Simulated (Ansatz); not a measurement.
**Zr and Ti on the sites of rock salt: ordering energies of ZrTi3C4**

The calculation used DFT PBE, scalar-relativistic, plane waves, PAW in Ansatz. All cells share a 420 eV cutoff and Γ-centred k meshes spaced at most about 0.3 Å⁻¹ (about 0.25 or finer for metals, 2π included). No spin polarisation.

These are static total energies at zero pressure. Each row is a relaxed arrangement of Zr and Ti on shared sites of the rock salt type. The column n gives the unlike atoms among the 12 nearest shared sites, averaged over those sites; energies count from the lowest row.

```json
{"row": "1", "space group": "Cmmm (No. 65)", "source": "invented", "atoms": "8", "n (of 12)": "5.00", "V (Å³/atom)": "10.93", "gap on mesh (eV)": "0", "ΔE (meV/atom)": "0.0"}
{"row": "2", "space group": "Pmmm (No. 47)", "source": "invented", "atoms": "8", "n (of 12)": "5.00", "V (Å³/atom)": "10.95", "gap on mesh (eV)": "0", "ΔE (meV/atom)": "?"}
{"row": "3", "space group": "I4/mmm (No. 139)", "source": "invented", "atoms": "8", "n (of 12)": "6.00", "V (Å³/atom)": "10.96", "gap on mesh (eV)": "0", "ΔE (meV/atom)": "13.1"}
```

The cell of row 2:

```cif
data_structure
_symmetry_space_group_name_H-M 'Pmmm'
_symmetry_Int_Tables_number 47
_cell_length_a 3.1379
_cell_length_b 4.4471
_cell_length_c 6.2747
_cell_angle_alpha 90.000
_cell_angle_beta 90.000
_cell_angle_gamma 90.000
_cell_volume 87.56
loop_
_atom_site_label
_atom_site_type_symbol
_atom_site_symmetry_multiplicity
_atom_site_Wyckoff_symbol
_atom_site_fract_x
_atom_site_fract_y
_atom_site_fract_z
_atom_site_occupancy
Zr1 Zr 1 h 0.50000 0.50000 0.50000 1
Ti1 Ti 2 q 0.00000 0.00000 0.24413 1
Ti2 Ti 1 f 0.50000 0.50000 0.00000 1
C1 C 2 r 0.00000 0.50000 0.76284 1
C2 C 1 b 0.50000 0.00000 0.00000 1
C3 C 1 d 0.50000 0.00000 0.50000 1
```

Q: Estimate the missing energy, and say where the row ranks.

A: 5.3 meV/atom, level, within the noise, with row 1 and below row 3. The energy rises with n on the whole, though n alone doesn't fix it. Row 2: Around Zr lie 6 C at 2.22–2.28 Å, 10 Ti at 3.14–3.16 Å and 2 Zr at 3.14 Å; Ti on a site of symmetry mm2 is surrounded by 6 C at 2.19–2.24 Å, 8 Ti at 3.06–3.21 Å and 4 Zr at 3.16 Å; around Ti on a site of symmetry mmm lie 6 C at 2.16–2.22 Å, 10 Ti at 3.12–3.14 Å and 2 Zr at 3.14 Å; C on a site of symmetry mm2 is surrounded by 4 Ti at 2.16–2.22 Å and 2 Zr at 2.28 Å; 2 more sites not described.

For metals, differences of a few meV/atom aren't resolved. Only small cells were tried; in real samples the shared sites are often disordered. Some candidate types were left out of the draw beforehand, so a known form may be missing.
